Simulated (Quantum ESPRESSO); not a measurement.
# Strain and stress in Al7SiP7C

The results below are calculated, not measured. They come from pw.x of Quantum ESPRESSO 7.5, a plane-wave density functional program, with PseudoDojo standard norm-conserving files (v0.5 for PBE, v0.4.1 for LDA and PBEsol). The cells are made up: elements, strain and atom displacements were drawn at random, and nothing was relaxed. There is no spin polarisation, spin-orbit coupling or dispersion term.

The cell has 16 sites of a zincblende or diamond lattice (two cubes along c). Sites 1 to 8 hold Al Al Al Si Al Al Al Al; sites 9 to 16 hold P P P C P P P P. Cell vectors in Å: (5.482, -0.099, 0.022); (-0.099, 5.344, 0.012); (0.044, 0.025, 10.937). Settings: PBE, cutoff 1116 eV, 4 x 4 x 2 k mesh shifted by half a step, Fermi-Dirac smearing of 0.025 eV.

Each run adds the same linear strain along x, y and z to one cell, with the atoms carried along; the vectors above are those of run 4. Stress is positive in tension and P is minus a third of its trace. E is the free energy for each atom above the lowest run shown. The last column is band 33 less band 32 at Gamma, from a band step after each run.

```
run  strain (%)  s_xx (GPa)  s_yy (GPa)  s_zz (GPa)  s_xy (GPa)  P (GPa)  E (meV/atom)  level step at Gamma (eV)
  1       -2.14       -4.11       -5.95       -4.11       -3.49     4.72         12.50                     0.662
  2       -1.16       -1.13       -3.00       -1.14       -3.25     1.76          1.09                     0.719
  4       -0.05        1.80       -0.10        1.78       -2.99    -1.16          0.00                     0.781
  5        0.47        3.02        1.12        3.01       -2.87    -2.38          3.48                     0.809
  6        0.73        3.60        1.70        3.58       -2.81    -2.96          6.11                     0.822
  7        1.71        5.59        3.69        5.57       -2.61    -4.95         21.09                     0.872
  3       -0.79           ?           ?           ?           ?        ?             ?                         ?
```

A rerun of one of these cells at 1347 eV and k mesh 6 x 6 x 4 moved values by no more than 0.012 eV in the cell's energy, 0.02 GPa in stress and 0.003 eV/Å in force.

## Worked fit

A parabola through the six runs shown gives P = -1.28 - 2.43 e + 0.171 e² GPa, with e in per cent and a scatter of 0.02 GPa. A linear strain of 1 % changes the volume by about 3 %, so the bulk modulus of this cell with clamped atoms is about 81 ± 1 GPa at e = 0. The error is the larger of the fit's own and the change that a cubic makes, rounded up.

## Withheld run

Question: what P should run 3 give?

The fit gives 0.75 GPa. The calculation gave 0.73 GPa.

| run | strain (%) | s_xx (GPa) | s_yy (GPa) | s_zz (GPa) | s_xy (GPa) | P (GPa) | E (meV/atom) | level step at Gamma (eV) |
| --- | --- | --- | --- | --- | --- | --- | --- | --- |
| 3 | -0.79 | -0.10 | -1.98 | -0.11 | -3.15 | 0.73 | -0.61 | 0.740 |